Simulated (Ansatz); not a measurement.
Task: Name crystals whose computed values (DFT-PBE in the program Ansatz with PAW potentials) fall in these windows: electron conductivity mass (mₑ) 0.55 to 0.73; gap (eV) 3.8 to 4.9.

Result: 

```csv
crystal,electron conductivity mass (mₑ),gap (eV)
"BN, P6_3/mmc (B on 2c, N on 2d)",0.62,4.38
"BN, Pm-3n (B on 6c, N on 6d)",0.57,4.55
"PbF2, fluorite",0.69,4.42
```
Others may fit too.

Typed or built starts, not in the databases checked: BN, Pm-3n (B on 6c, N on 6d). Not the usual ambient phase: BN, Pm-3n (B on 6c, N on 6d). Relaxed far from the usual cell of the phase: BN, P6_3/mmc (B on 2c, N on 2d). Weakly bound layers, chains or molecules computed without a dispersion correction, so cells and soft constants are ill determined: BN, P6_3/mmc (B on 2c, N on 2d). All cells were relaxed under the symmetry of their starts (and spin orders); stability against distortions was not tested throughout. Scalar-relativistic: spin–orbit coupling is off unless named, which matters more the heavier the elements.

Potentials: the later of the program's two PAW sets.
